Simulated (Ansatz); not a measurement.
GaSb (zinc blende)

```xyz
2
Lattice="0.0000 3.1068 3.1068 3.1068 0.0000 3.1068 3.1068 3.1068 0.0000" Properties=species:S:1:pos:R:3 pbc="T T T"
Sb     4.6601     4.6601     4.6601
Ga     0.0000     0.0000     0.0000
```

Scan: atom 1 (Sb, nearest neighbour Ga at 2.691 Å; its periodic images, 4.4 Å or more away, move with it) is displaced along Cartesian z, direction (0.000, 0.000, 1.000) in Cartesian axes, by s. The other atoms stay.

Level of theory: PBE (plane waves to 420 eV, PAW, scalar-relativistic; Ansatz, a program for electronic structure). k mesh 11×11×11 (Γ-centred), Fermi-Dirac smearing 0.05 eV. The energy includes the smearing's −TS. With partly filled bands, energies and forces of such displacements shift with the k mesh and the smearing. At this level the bands of GaSb touch or barely overlap; measurements give the solid a gap. GaSb was relaxed with its symmetry unable to fall. Spin-orbit coupling is left out, though Sb is heavy. The zero of ΔE is the undisplaced structure. The last digit holds for this mesh only.

```json
[
 {"s (Å)": "-0.540", "ΔE (meV/cell)": "928.3"},
 {"s (Å)": "-0.432", "ΔE (meV/cell)": "619.0"},
 {"s (Å)": "-0.324", "ΔE (meV/cell)": "359.1"},
 {"s (Å)": "-0.216", "ΔE (meV/cell)": "163.0"},
 {"s (Å)": "-0.108", "ΔE (meV/cell)": "withheld"},
 {"s (Å)": "0.000", "ΔE (meV/cell)": "0.0"},
 {"s (Å)": "0.108", "ΔE (meV/cell)": "withheld"},
 {"s (Å)": "0.216", "ΔE (meV/cell)": "163.0"},
 {"s (Å)": "0.324", "ΔE (meV/cell)": "359.1"},
 {"s (Å)": "0.432", "ΔE (meV/cell)": "619.0"},
 {"s (Å)": "0.540", "ΔE (meV/cell)": "928.3"}
]
```

Fit an even polynomial form (powers 2, 4) to the given rows and predict ΔE at s = 0.108.

Least squares on the 9 given rows: ΔE = (3554)·s² + (-1270)·s⁴, in meV/cell with s in Å; root-mean-square residual 0.04 meV/cell. At 0.108 the fit gives 41.3 meV/cell; the calculation gives 41.5 meV/cell, so the interpolation is off by -0.2 (-0.5 %). The quadratic term alone would give 41.5 meV/cell.

(A displaced cell: forces are minus the slopes of the energy, force constants its curvatures, and phonons follow from these.)
